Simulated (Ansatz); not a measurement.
All-electron LAPW in Ansatz 0.2.0 under LDA, scalar-relativistic, energies extrapolated to zero smearing. Slabs are 1×1 cells cut from bulk crystals relaxed on PAW files, with atoms then relaxed, 16 to 20 Å of vacuum, a dipole correction, k spacings of 0.16 to 0.26 Å⁻¹ and smearing of 0.02 to 0.1 eV, without spin–orbit coupling or spin polarisation. The bulk type named needn't be the stable one, and no reconstruction is allowed.

(1) Order these slabs by surface energy, lowest first.
A. hcp Ru (10-10), 2 layers
B. hcp Ru (0001), 5 layers
C. hcp Ru (10-10), 6 layers

Results:

(1) B (3.21 J/m²), C (3.55 J/m²), A (3.63 J/m²).
